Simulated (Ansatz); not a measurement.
AlBO3:
```
AlBO3
1.0
    2.23766     1.29191     4.57911
   -2.23766     1.29191     4.57911
    0.00000    -2.58383     4.57911
Al B O
2 2 6
Cartesian
  0.00000   0.00000   6.86866
  0.00000   0.00000   0.00000
  0.00000   0.00000  10.30300
  0.00000   0.00000   3.43433
  0.69085   1.38725   5.72389
 -0.69085  -1.38725   8.01344
 -1.54681  -0.09533   5.72389
  1.54681   0.09533   8.01344
  0.85597  -1.29191   5.72389
 -0.85597   1.29191   8.01344
```

Relaxed with PBEsol.

Give the optical modes at the zone centre with their infrared activity from DFPT, plane-wave PAW PBEsol (Ansatz code).

Transverse frequencies, without the LO–TO term; a row sums one degenerate level.

```
ω (cm⁻¹)  degeneracy  IR ((D/Å)²/amu)     activity  symmetry
--------  ----------  ---------------  -----------  --------
312                2             0.00  IR-inactive        Eg
320                2             5.46           IR        Eu
352                1            17.61           IR       A2u
395                2             0.09           IR        Eu
429                1             0.00  IR-inactive       A2g
434                2             0.00  IR-inactive        Eg
467                2            56.22           IR        Eu
487                1             1.79           IR       A2u
493                1             0.00  IR-inactive       A1u
520                1             0.00  IR-inactive       A2g
662                1            23.40           IR       A2u
666                2             0.00  IR-inactive        Eg
700                2             7.49           IR        Eu
722                1             0.00  IR-inactive       A2g
914                1             0.00  IR-inactive       A1g
939                1             0.00  IR-inactive       A1u
1244               2           102.46           IR        Eu
1250               2             0.00  IR-inactive        Eg
```

How high does the top mode go among those that the LO–TO term moves?

1426 cm⁻¹ for q along x, 1426 cm⁻¹ for q along y, 852 cm⁻¹ for q along z.

Space group R-3c. The workflow started from a Materials Project entry (that database holds measured and hypothetical structures alike); the Crystallography Open Database files this formula in space group No. 167, but the cells were not matched. Whether it is the stable phase at ambient conditions was not checked. Symmetry was held in the PBEsol relaxation; phonons on a q-mesh show no instability.

Potentials: the later of the program's two PAW sets.
